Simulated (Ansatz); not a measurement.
An Ansatz (a program for electronic structure) run. Input:

Ansatz 0.2 input:
```yaml
crystal:
  lattice:
    - [2.920138849, -4.5753811569, 0.0]
    - [2.920138849, 4.5753811569, 0.0]
    - [0.0, 0.0, 7.0852849078]
  atoms:
    - { symbol: Na, position: [0.1862379654, 0.8137620346, 0.25] }
    - { symbol: Na, position: [0.8137620346, 0.1862379654, 0.75] }
    - { symbol: Na, position: [0.5, 0.5, 0.0] }
    - { symbol: Na, position: [0.5, 0.5, 0.5] }
    - { symbol: Cr, position: [0.8542756303, 0.1457243697, 0.25] }
    - { symbol: Cr, position: [0.1457243697, 0.8542756303, 0.75] }
    - { symbol: O, position: [0.2493887009, 0.7506112991, 0.5629504242] }
    - { symbol: O, position: [0.7506112991, 0.2493887009, 0.4370495758] }
    - { symbol: O, position: [0.7506112991, 0.2493887009, 0.0629504242] }
    - { symbol: O, position: [0.2493887009, 0.7506112991, 0.9370495758] }
    - { symbol: O, position: [0.189173476, 0.2700437441, 0.25] }
    - { symbol: O, position: [0.810826524, 0.7299562559, 0.75] }
    - { symbol: O, position: [0.2700437441, 0.189173476, 0.75] }
    - { symbol: O, position: [0.7299562559, 0.810826524, 0.25] }
kpoints:
  mp_grid: { grid: [6, 6, 4] }
hamiltonian:
  xc: r2scan
  pseudopotentials: { kind: paw }
scf:
  occupations: { method: fixed }
checkpoint: { read: static.run }
output: { bader: true, populations: true }
```

Output (shortened):

```
Pseudopotential: Na, paw, valence charge 9
Pseudopotential: Cr, paw, valence charge 14
Pseudopotential: O, paw, valence charge 6
Functional definition: r2SCAN
Crystal: 14 atoms, lattice volume = 189.329 Å³
Basis set: ecut = 500 eV, 4815 PW (Γ), exchange–correlation on 160×160×216 points (64 copies of the dense FFT grid, shifted against one another)
Bands: 70, of which v1, the nominal top of the filled ones, is band 56 counted from 1 (55 counted from 0)
Symmetry: 8 space group operations
Space group: Cmcm (ITA 63), of the structure as read, at distance tolerance 5.7e-5 Å
k-points: 39 of 144
Stability of the state it starts from, as read at its close in the unpolarized treatment …
iter 1 solved again at ethr=1.32e-7 eV; its pass at ethr=3.10e-3 eV (dr2=1.48e-4 eV) is discarded
SCF iter   1: F=—  HF=-17276.637571 eV  |F-HF|=—  |Δ(HF+E_count)|=         —  Δρ=1.38e-6  dr2=3.48e-9  dr2_τ=1.41e-10  ethr=1.32e-7  ⟨swp⟩=3.0  Hψ=13901  notcnv=0  defer=465
preconditioner: auto → Resta (q_TF=auto, 2.500 Å⁻¹)
SCF iter   2: F=—  HF=-17276.637787 eV  |F-HF|=—  |Δ(HF+E_count)|=   2.15e-4  Δρ=3.39e-6  dr2=2.44e-8  dr2_τ=9.74e-10  ethr=3.11e-12  ⟨swp⟩=11.2  Hψ=11694  notcnv=0
SCF iter   3: F=-17276.637787 eV  HF=-17276.637787 eV  |F-HF|=1.34e-9  |Δ(HF+E_count)|=   2.54e-9  Δρ=8.46e-7  dr2=1.45e-9  dr2_τ=5.66e-11  ethr=3.11e-12  ⟨swp⟩=1.0  Hψ=6034  notcnv=0
SCF 1 converged in 3 iterations: F = -17276.637787 eV  dr2 = 1.45e-9
SCF converged after 3 iterations
Free energy (F): -17276.637787 eV
Harris-Foulkes:  -17276.637787 eV  (|F-HF|=1.34e-9)
Internal energy: -17276.637787 eV  (E = F + TS)
E sigma→0 (E₀):  -17276.637787 eV
Fermi energy:    2.654256 eV
--- Per-component energies (eV) ---
  E_band       = -1832.070736
  E_kinetic    = 2569.189253
  E_local      = -12558.651714  (includes V_loc(G=0)·N_el)
  E_nonlocal   = 993.306580
  E_hartree    = 4757.887344
  E_xc         = -1007.492025
  E_vxc        = -1468.888104  (∫ρ·V_xc dr)
  E_paw        = -4745.998158  (= ΣΔE_a)
  E_vpaw       = -986.000794  (= ΣTr[D̂ρ^β])
  E_aug_tail   = 0.008434  (compensation charges beyond the density's cutoff)
  E_vtau       = 103.193431  (kinetic-family band-sum trace: ∫τ·v_τ [+ j·A + Jᵃ·Aᵃ] dr)
  E_ewald      = -7283.982251
  E_core_change = -0.905251  (= ΣΔE_core)
  E_smearing   =  0.000000  (= −TS)
  E_closure    = 0.000000  (closes the sum)
  Σ components = -17276.637787   (vs F -17276.637787, Δ=0.00e0)
  [band-id]    e_kinetic+e_local+e_nonlocal+2·e_hartree+e_vxc+e_vpaw+e_augmentation_tail+e_vtau = -1832.068226   (vs E_band -1832.070736, Δ=2.51e-3)
--- Band table (eV; the first three rows and the last of 39) ---
  k-point 0: bands = ["-71.9488", "-71.9487", "-48.5326", "-48.5325", "-47.8124", "-47.8110", "-42.1827", "-42.1826", "-42.1656", "-42.1652", "-42.1233", "-42.1233", "-18.9840", "-18.9832", "-18.9756", "-18.9753", "-18.9426", "-18.9362", "-18.2986", …
  k-point 1: bands = ["-71.9487", "-71.9487", "-48.5326", "-48.5325", "-47.8122", "-47.8112", "-42.1827", "-42.1826", "-42.1656", "-42.1653", "-42.1233", "-42.1233", "-18.9839", "-18.9833", "-18.9756", "-18.9753", "-18.9425", "-18.9379", "-18.2884", …
  k-point 2: bands = ["-71.9488", "-71.9488", "-48.5325", "-48.5325", "-47.8117", "-47.8117", "-42.1826", "-42.1826", "-42.1654", "-42.1654", "-42.1233", "-42.1233", "-18.9836", "-18.9836", "-18.9754", "-18.9754", "-18.9410", "-18.9410", "-18.2673", …
  k-point 38: bands = ["-71.9487", "-71.9487", "-48.5325", "-48.5325", "-47.8117", "-47.8117", "-42.1827", "-42.1827", "-42.1654", "-42.1654", "-42.1233", "-42.1233", "-18.9857", "-18.9857", "-18.9839", "-18.9839", "-18.9412", "-18.9412", "-18.2694", …
--- Löwdin populations: 14 sites ---
  site symbol       q [e]
     0     Na      8.2074
     1     Na      8.2074
     2     Na      8.2261
     3     Na      8.2261
     4     Cr     12.6462
     5     Cr     12.6462
     6      O      6.6437
     7      O      6.6437
     8      O      6.6437
     9      O      6.6437
    10      O      6.7011
    11      O      6.7011
    12      O      6.7011
    13      O      6.7011
  spilling = 0.004119 (of n_electrons = 112.000000)
--- Bader charges: 14 sites ---
  site symbol  charge [e]  shift [e]
     0     Na      0.9005     0.0004
     1     Na      0.9005     0.0004
     2     Na      0.8952     0.0006
     3     Na      0.8952     0.0006
     4     Cr      2.1755     0.0164
     5     Cr      2.1755     0.0164
     6      O     -0.9633     0.0039
     7      O     -0.9633     0.0039
     8      O     -0.9632     0.0039
     9      O     -0.9632     0.0039
    10      O     -1.0223     0.0038
    11      O     -1.0223     0.0038
    12      O     -1.0223     0.0038
    13      O     -1.0223     0.0038
  shift: an alarm, by how much a part of what the PAW files miss would move the charge. Where it is large, compare
  with a run on PAW files of another source; a small one proves nothing
  estimated error of the sums over rays = 5.8e-4 e
```

Cost: roughly 2.7 core-minutes on shared cores.

The first step of the workflow began from a Materials Project structure, measured or hypothetical; the Crystallography Open Database files this formula in space group No. 63, but the cells were not matched. Its standing as an ambient phase is unchecked. Symmetry was held in the r²SCAN relaxation; whether a distortion lowers the energy is not shown. The run is not spin-polarised. No Hubbard U is applied.

Potentials: the later of the program's two PAW sets.

Ansatz is a plane-wave DFT program.
